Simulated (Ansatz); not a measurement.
A relaxed structure of SnTe. Space group Fm-3m (No. 225), rock salt type. Method: PBE (plane waves to 420 eV, PAW, scalar-relativistic; Ansatz, a first-principles code).

```cif
data_Sn4Te4
_chemical_formula_sum 'Sn4 Te4'
_space_group_name_H-M_alt 'Fm-3m'
_space_group_IT_number 225
_space_group_name_Hall '-F 4 2 3'
_cell_length_a 6.40951
_cell_length_b 6.40951
_cell_length_c 6.40951
_cell_angle_alpha 90.000
_cell_angle_beta 90.000
_cell_angle_gamma 90.000
loop_
_atom_site_label
_atom_site_type_symbol
_atom_site_symmetry_multiplicity
_atom_site_Wyckoff_symbol
_atom_site_fract_x
_atom_site_fract_y
_atom_site_fract_z
_atom_site_occupancy
Sn1 Sn 4 a 0.00000 0.00000 0.00000 1
Te1 Te 4 b 0.50000 0.50000 0.50000 1
```
(The calculation used a cell of 2 atoms; values per cell refer to that cell.)

### Question
What band gap does PBE give?

### Answer
0.05 eV, direct at L (no spin-orbit coupling).

No spin polarisation in the result. Spin-orbit coupling is missing; with elements this heavy it can move band edges by tenths of an eV or more.

Measured for SnTe: a 6.316 Å (room temperature; as listed in Ayanesh Maiti et al., Applied Physics Letters (2022)); gap 0.18 eV (room temperature; as listed in DAVID J. SINGH, Functional Materials Letters (2010)). Computed minus measured — a: PBE +1.5 %; gap: PBE -0.13 eV. The computed values are for a static lattice, and a measured gap can be an optical one, lowered by exciton binding.

The run could not lose the symmetry of its start.
